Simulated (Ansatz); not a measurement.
A trial cell of HfSeS₄, before relaxation:

```cif
data_structure
_symmetry_space_group_name_H-M 'F-43m'
_symmetry_Int_Tables_number 216
_cell_length_a 8.1213
_cell_length_b 8.1213
_cell_length_c 8.1213
_cell_angle_alpha 90.000
_cell_angle_beta 90.000
_cell_angle_gamma 90.000
_cell_volume 535.65
loop_
_atom_site_label
_atom_site_type_symbol
_atom_site_symmetry_multiplicity
_atom_site_Wyckoff_symbol
_atom_site_fract_x
_atom_site_fract_y
_atom_site_fract_z
_atom_site_occupancy
Hf1 Hf 4 c 0.25000 0.25000 0.25000 1
Se1 Se 4 a 0.00000 0.00000 0.00000 1
S1 S 16 e 0.87450 0.37450 0.12550 1
```

All numbers below come from DFT PBE, scalar-relativistic, plane waves, PAW (Ansatz). Cutoff 420 eV, Gaussian smearing, Γ-centred meshes. Cell and atoms relax first on a coarse mesh and then on a finer one. In between, the cell is made exact in the group found at 0.06 Å. In metals the finer mesh still leaves noise of several meV/atom or more. The steps can't lower the symmetry of their start. No spin polarisation.

A guess keeps its type if space group and coordination stay and the shape of the cell changes little (axis ratios within about 15 %, angles within 6°); the volume may change.

Question: Does it keep its structure type, or change into something else?

Answer: It keeps its type. The symmetry stays F-43m (No. 216). The volume per atom shrinks by 23.6 %, from 22.3 to 17.0 Å³. The shortest distance goes from 2.86 Å (S–S) to 2.57 Å (S–S). Counting neighbours within 15 % of an atom's shortest distance, the start has Hf 16, S 6, Se 16 and the end Hf 16, S 6, Se 16.

Formation energies are uncorrected and refer to the elements' standard structures at the same level.

Question: At what energy does it end?

Answer: +0.48 eV/atom. It can't be a ground state, since the elements alone are lower.

The last run used a 10×10×10 mesh for its 6-atom cell and Gaussian smearing of 0.10 eV. Spin–orbit coupling, which can matter for Hf, is left out. The reference forms of S and Se are held partly by dispersion forces, which this level lacks. A structure relaxed within its symmetry needn't be a true minimum. Another cell of HfSeS4 relaxed alike, in P4/mmm, lies 0.56 eV/atom lower, so this cell isn't the stable form at this level.
